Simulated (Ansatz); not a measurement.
Sb₂TeO₂:
```yaml
crystal:
  lattice:
    - [-1.95051, 1.95051, 6.29736]
    - [1.95051, -1.95051, 6.29736]
    - [1.95051, 1.95051, -6.29736]
  atoms:
    - { symbol: Sb, position: [0.34613, 0.34613, 0.00000] }
    - { symbol: Sb, position: [0.65387, 0.65387, 0.00000] }
    - { symbol: O, position: [0.75000, 0.25000, 0.50000] }
    - { symbol: O, position: [0.25000, 0.75000, 0.50000] }
    - { symbol: Te, position: [0.00000, 0.00000, 0.00000] }
```

Relaxed with PBE. Special points in fractions of this cell's reciprocal vectors: Γ (0.000, 0.000, 0.000); X (0.000, 0.000, 0.500); P (0.250, 0.250, 0.250); N (0.000, 0.500, 0.000); M (0.500, 0.500, -0.500); S (0.274, 0.726, -0.274); S0 (-0.274, 0.274, 0.274); R (-0.048, 0.048, 0.500); G (0.500, 0.500, -0.048).

Problem. List the band energies nearest the Fermi level at these points for DFT-PBE in the program Ansatz with PAW potentials.

Solution. In eV from the Fermi level; about four levels below and three above (degenerate sets whole), none deeper than 8.9 eV; points with the same levels are listed once.

| k | below | above |
|---|---|---|
| Γ | -1.75 -1.36 -1.36 -0.22 | 3.10 3.44 3.44 |
| X | -2.99 -2.99 -2.79 -1.43 -0.47 | 2.15 2.41 2.74 |
| P | -3.50 -3.50 -2.99 -2.99 -1.54 | 0.59 0.59 2.53 |
| N | -5.10 -3.26 -2.02 -0.65 | 0.07 1.89 2.32 |
| M | -2.75 -1.04 -0.87 -0.87 | 0.37 1.57 1.57 |
| S | -4.86 -3.63 -1.93 -0.62 | 0.08 1.95 2.46 |
| R | -3.01 -2.73 -1.76 -0.04 | 2.15 2.39 2.82 |

Space group I4/mmm. The cell is a constructed one: a structure type filled with these elements; neither database checked (COD, Materials Project) lists it. Its standing as an ambient phase is unchecked. The PBE relaxation kept the symmetry of its start; its stability against distortions is not shown here. Spin–orbit coupling is left out wherever it is not named.

Potentials: the earlier of the program's two PAW sets.
